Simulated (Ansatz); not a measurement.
# Equation of state of Zr3Mn under PBE

```cif
data_structure
_symmetry_space_group_name_H-M 'Pm-3m'
_symmetry_Int_Tables_number 221
_cell_length_a 4.3732
_cell_length_b 4.3732
_cell_length_c 4.3732
_cell_angle_alpha 90.000
_cell_angle_beta 90.000
_cell_angle_gamma 90.000
_cell_volume 83.64
loop_
_atom_site_label
_atom_site_type_symbol
_atom_site_symmetry_multiplicity
_atom_site_Wyckoff_symbol
_atom_site_fract_x
_atom_site_fract_y
_atom_site_fract_z
_atom_site_occupancy
Zr1 Zr 3 c 0.50000 0.50000 0.00000 1
Mn1 Mn 1 a 0.00000 0.00000 0.00000 1
```

The cell comes from a database or a generator and needn't be the stable form of this composition.

The cell was scaled at fixed shape and fractions and run with Ansatz, Ansatz PAW, cutoff 420 eV; PBE, k mesh 6 × 6 × 6 on the cell of 4 atoms, fermi-dirac occupations of 0.05 eV, collinear spin, ferromagnetic start, no spin-orbit coupling. Energies are those that the program minimises, any entropy of the smearing included. For a metal such a mesh isn't converged to the digits shown. The magnetic state is the one that the start led to, which needn't be the lowest.

```csv
V (Å³/atom),energy over the lowest row (meV/atom)
19.6549,20.762
20.0731,8.505
20.4913,?
20.9095,0.000
21.3277,2.755
21.7459,9.625
22.1641,20.266
```

**Question.** Fit the third-order Birch-Murnaghan form, give V0, B0 and B′, and predict the energy left open.

**Answer.** With y = (V0/V)^(2/3), E = E0 + (9 V0 B0/16) [(y - 1)³ B′ + (y - 1)² (6 - 4y)]. Least squares through the rows shown give V0 = 20.8572 Å³/atom, E0 = -0.045 meV, B0 = 87.54 GPa (1 eV/Å³ = 160.218 GPa) and B′ = 3.77, with a largest miss of 0.009 meV. At V = 20.4913 the form with these constants gives 1.759 meV; the run gave 1.756 meV an atom.
